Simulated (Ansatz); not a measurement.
Relaxed KF (rock salt):

```xyz
2
Lattice="0.0000 2.7104 2.7104 2.7104 0.0000 2.7104 2.7104 2.7104 0.0000" Properties=species:S:1:pos:R:3 pbc="T T T"
F      0.0000     0.0000     0.0000
K      2.7104     2.7104     2.7104
```

Calculation: PBE (plane waves to 420 eV, PAW, scalar-relativistic; Ansatz, a program for electronic structure). k mesh 9×9×9 (Γ-centred), Fermi-Dirac smearing 0.05 eV. KF was relaxed with its symmetry unable to fall.

One atom of the cell was then moved (with its periodic images), all else fixed, and the forces (eV/Å) came out as:

```csv
atom,Fx,Fy,Fz
F1,-0.289,-0.289,0.854
K2,0.289,0.289,-0.854
```

With two atoms only their relative shift counts; take K2 as fixed.

### Question
Which atom was moved, and by which vector (Å)?

### Answer
F1, by (0.31, 0.31, -0.45), 0.63 Å in all.

(A displaced cell: forces are minus the slopes of the energy, force constants its curvatures, and phonons follow from these.)
